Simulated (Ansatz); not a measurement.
Cu Kα1 powder pattern (kinematic, no thermal factors).
2θ (°) (relative intensity): 18.39 (1, 1 0 0), 26.12 (1, 1 1 0), 32.13 (100, 1 1 1), 37.27 (22, 2 0 0), 41.87 (5, 2 1 0), 46.08 (7, 2 1 1), 53.74 (46, 2 2 0), 57.29 (3, 3 0 0), 64.00 (33, 3 1 1), 67.22 (5, 2 2 2), 70.36 (2, 3 2 0), 73.44 (3, 3 2 1), 79.46 (6, 4 0 0), 82.42 (3, 3 2 2), 85.36 (4, 4 1 1), 88.29 (11, 3 3 1)

The pattern is computed from a structure relaxed with Ansatz 0.2.0, DFT PBE, scalar-relativistic, plane waves, PAW. No spin polarisation. Its elements are O, S, Zn.

Q: Give the structure.

A: Zn4SO3.
Space group P-43m (No. 215). a = 4.821 Å, b = 4.821 Å, c = 4.821 Å, α = 90.00°, β = 90.00°, γ = 90.00°
```csv
atom,site,symmetry,x,y,z
Zn,4e,.3m,0.7706,0.7706,0.7706
S,1b,-43m,0.5000,0.5000,0.5000
O,3d,-42.m,0.0000,0.0000,0.5000
```

A pattern alone doesn't exclude other cells with like lines; this is the one computed.

It was reached by relaxing an invented guess, and it needn't be the stable form of this composition.
